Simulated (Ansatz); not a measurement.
Re (bcc (W type), Im-3m) under volume change, DFT-PBEsol in the program Ansatz with PAW potentials, scaled uniformly.

```csv
V (Å³/atom),E − E(relaxed) (meV/atom),P (GPa)
13.362,?,?
13.802,?,?
14.243,17.2,12.67
14.683,0.0,0.19
15.124,14.4,-10.40
15.564,55.7,-19.36
16.005,119.6,-26.95
```

Fill in the missing entries.


- 13.802, E − E(relaxed) (meV/atom): 71.7
- 13.802, P (GPa): 27.35
- 13.362, E − E(relaxed) (meV/atom): 170.0
- 13.362, P (GPa): 44.64

What does a third-order Birch–Murnaghan fit give for V₀, B₀ and B′?

V₀ = 14.69 Å³/atom, B₀ = 381 GPa, B′ = 4.5.

The start of the workflow was typed in or built on a structure type; the Crystallography Open Database copy checked does not list it. It is not the phase usual at ambient conditions (space group No. 194). The cell keeps a stress of up to 0.2 GPa. The cell was relaxed with PBEsol under the symmetry of its start. At this level the phase is mechanically unstable. No spin polarisation was allowed. Scalar-relativistic: spin–orbit coupling is off unless named, which matters more the heavier the elements.

Potentials: the later of the program's two PAW sets.
